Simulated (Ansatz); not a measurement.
Collinear states of Sc$_{3}$Fe

Computed with DFT r2SCAN, scalar-relativistic, plane waves, PAW (Ansatz 0.2.0).

```xyz
4
Lattice="4.3342 0.0000 0.0000 0.0000 4.3342 0.0000 0.0000 0.0000 4.3342" Properties=species:S:1:pos:R:3 pbc="T T T"
Sc    0.0000    2.1671    2.1671
Sc    2.1671    0.0000    2.1671
Sc    2.1671    2.1671    0.0000
Fe    0.0000    0.0000    0.0000
```

- plane-wave cutoff: 500 eV
- Γ-centred k-mesh: 10×10×10
- occupation rule: Gaussian smearing, 0.1 eV
- list of starting moments (μB, in atom order): 0 0 0 3
- check for lower electronic states after the SCF: off

All runs keep this geometry, which isn't relaxed for the lowest state (largest force there 0.000 eV/Å, pressure 1.8 GPa) and needn't be a stable compound; relaxing each order would shift the differences by some 5 meV/atom, going by the pressures and a bulk modulus of about 150 GPa. A propagation vector, in units of the reciprocal vectors, doubles the cell, which takes an equally dense mesh. r2SCAN tends to overstate moments in metals, so a weak moment here may be absent in the real material. Site moments are spin moments in atom-centred spheres that scale with the neighbour distance. The states are those that the runs reached from these starts; a lower one can exist.

Starts tried: no spin; ferromagnetic; antiferromagnetic, doubled cell, propagation vector (0, 0, 1/2). Which state comes out lowest, and what are the moments?

The lowest state is ferromagnetic, reached from the start “ferromagnetic”, with site moments (μB) Sc -0.47 (×3), Fe +2.90. The next state lies only 2.91 meV/atom higher, which mesh, smearing and relaxation can turn, so the order isn't settled.

```csv
start,ends,energy above lowest (meV/atom),site moments (μB),gap on mesh (eV),P (GPa)
no spin,non-magnetic,281,none over 0.05,metal,-3.9
ferromagnetic,ferromagnetic,0.00,"Sc -0.47 (×3), Fe +2.90",metal,1.8
"antiferromagnetic, doubled cell, propagation vector (0, 0, 1/2)",antiferromagnetic,2.91,"Sc -0.57, Fe +2.95, Sc +0.57, Fe -2.95",metal,1.7
```

Cost: 3 runs of about 9 core-minutes in all, on Arm Neoverse N1 (shared hosts).